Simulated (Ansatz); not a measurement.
Rb₃LiPb₄ in space group Cmcm (No. 63; Pearson symbol oS32) at seven volumes, plane-wave PAW r²SCAN (Ansatz code), shape and atoms relaxed at each. One row is withheld.

```tsv
V (Å³/atom)	P (GPa)
36.145	1.66
37.336	1.01
38.528	?
39.719	0.00
40.911	-0.38
42.103	-0.69
43.294	-0.92
```

Question: Fit the shown pressures and predict the withheld one.

Answer: Third-order Birch–Murnaghan: P = (3/2)B₀(x^(7/2) − x^(5/2))[1 + (3/4)(B′ − 4)(x − 1)] with x = (V₀/V)^(2/3). Least squares on the six rows gives V₀ = 39.713 Å³/atom, B₀ = 13.66 GPa, B′ = 5.51. At V = 38.528, x = 1.0204 and P = 0.45 GPa. The run itself gave 0.46 GPa.

The workflow started from a Materials Project entry (that database holds measured and hypothetical structures alike); the Crystallography Open Database copy checked does not list it. Whether it is the stable phase at ambient conditions was not checked. Symmetry was held in the r²SCAN relaxation; whether a distortion lowers the energy is not shown. Scalar-relativistic: spin–orbit coupling is off unless named, which matters more the heavier the elements.

Potentials: the later of the program's two PAW sets.
